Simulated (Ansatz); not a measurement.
Relaxed-ion elastic tensor of BP (zinc blende, space group No. 216) in GPa (Voigt order), r²SCAN (plane waves, PAW; program Ansatz); density 2.97 g/cm³, 11.67 Å³ per atom.

```json
[
 {"": "1", "1": "361", "2": "73.5", "3": "73.5", "4": "0.0", "5": "0.0", "6": "0.0"},
 {"": "2", "1": "73.5", "2": "361", "3": "73.5", "4": "0.0", "5": "0.0", "6": "0.0"},
 {"": "3", "1": "73.5", "2": "73.5", "3": "361", "4": "0.0", "5": "0.0", "6": "0.0"},
 {"": "4", "1": "0.0", "2": "0.0", "3": "0.0", "4": "197", "5": "0.0", "6": "0.0"},
 {"": "5", "1": "0.0", "2": "0.0", "3": "0.0", "4": "0.0", "5": "197", "6": "0.0"},
 {"": "6", "1": "0.0", "2": "0.0", "3": "0.0", "4": "0.0", "5": "0.0", "6": "197"}
]
```

Is the crystal mechanically stable?

Yes: the smallest eigenvalue of C is 197 GPa.

Work out the Voigt, Reuss and Hill averages.

K_V = 169, K_R = 169, K_H = 169; G_V = 176, G_R = 172, G_H = 174 GPa.

Give Young's modulus, Poisson's ratio, Pugh's ratio and the universal anisotropy index.

E = 9KG/(3K + G) = 389 GPa; ν = 0.12; K/G = 0.97 (brittle by the Pugh limit of 1.75); A_U = 5G_V/G_R + K_V/K_R − 6 = 0.12.

Estimate the sound speeds and the Debye temperature.

v_l = √((K + 4G/3)/ρ) = 11600 m/s, v_t = √(G/ρ) = 7650 m/s, mean 8380 m/s; Θ = (h/k)(3n/4πV)^(1/3) v_m = 1100 K.

Give the Zener ratio and Young's modulus along [100], [110] and [111].

A = 2C44/(C11 − C12) = 1.37; 1/E = S11 − 2(S11 − S12 − S44/2)Γ with Γ = 0, 1/4, 1/3 gives 337, 400, 426 GPa.

Solve the Christoffel equation for the three sound speeds along [100], [110], [111].

Eigenvalues of C_ijkl n_j n_l equal ρv² (piezoelectric stiffening left out). In km/s, slowest first: [100] 8.15, 8.15, 11.03; [110] 6.96, 8.15, 11.81; [111] 7.38, 7.38, 12.06.

Space group F-43m (zinc blende). The r²SCAN relaxation kept the symmetry of its start; phonons on a q-mesh show no instability.

Potentials: the later of the program's two PAW sets.
